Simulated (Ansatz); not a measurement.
# InAs: from a starting cell to a relaxed one

The start is a relaxed InAs cell with every coordinate shifted by Gaussian noise of σ = 0.3 Å. The cell and all atomic positions are relaxed at zero pressure with PBEsol (plane waves to 420 eV, PAW, scalar-relativistic; Ansatz, a first-principles code). The first steps use a coarse 7×7×7 k-mesh.

The start:
```yaml
crystal:
  lattice:
    - [0.00000, 3.04346, 3.04346]
    - [3.04346, 0.00000, 3.04346]
    - [3.04346, 3.04346, 0.00000]
  atoms:
    - { symbol: As, position: [0.67032, 0.80475, 0.63955] }
    - { symbol: In, position: [0.96558, 0.01744, 0.99908] }
```

How large is the pressure on the unrelaxed cell, and of which sign?

+6 GPa (positive: the cell is compressed).

By how much does the energy per atom fall from start to end?

0.47 eV/atom.

Does it find its way back to the structure it was made from?

It returns to the parent structure, F-43m (No. 216).

How do the shortest distances between atoms change?

The closest pairs of elements (up to four, under 3.6 Å), start → end: As–In 2.28 → 2.64 Å.

Is the relaxed structure metallic? Give its gap.

Zero (the bands touch at this level, without spin-orbit coupling).

Final values are on a 9×9×9 k-mesh of the relaxed cell. No spin polarisation in the result.
